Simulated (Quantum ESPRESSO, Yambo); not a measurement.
At a photon energy of 6.25 eV, RPA with local fields on PBEsol bands shifted by a G0W0 scissor of 1.72 eV (Quantum ESPRESSO and Yambo; 4×4×2 mesh, 116 bands, 3 Ry local-field block, 0.2 eV broadening) gives ε = 8.37 + 3.88i for SrHI (space group P4/nmm, No. 129), field along x. Axes are Cartesian, with cell vectors (Å) (4.29, 0.00, 0.00), (0.00, 4.29, 0.00), (0.00, 0.00, 8.19).

**Question.** Work out n, κ, the normal-incidence reflectivity, the absorption coefficient and the penetration depth.

**Answer.** 
|ε| = 9.23; n = √((|ε| + ε1)/2) = 2.97, κ = √((|ε| − ε1)/2) = 0.65. R = ((n − 1)² + κ²)/((n + 1)² + κ²) = 0.27. α = 2Eκ/(ħc) with ħc = 197.327 eV nm: 0.0414 per nm = 4.1 × 10⁵ per cm, a 1/e depth of 24 nm. The computed direct gap is 4.76 eV, and the energy scale of the real crystal may differ from it. Excitonic effects are left out, and values at one energy depend on mesh and broadening. The scissor comes from a G0W0 run whose convergence isn't established. Convergence of the RPA response with its 4×4×2 mesh was not tested.

Spin-orbit coupling is not included.

Geometry relaxed with PBE+D3(BJ); primitive cell a = b = 4.2912 Å, c = 8.1904 Å, α = β = γ = 90.00°.
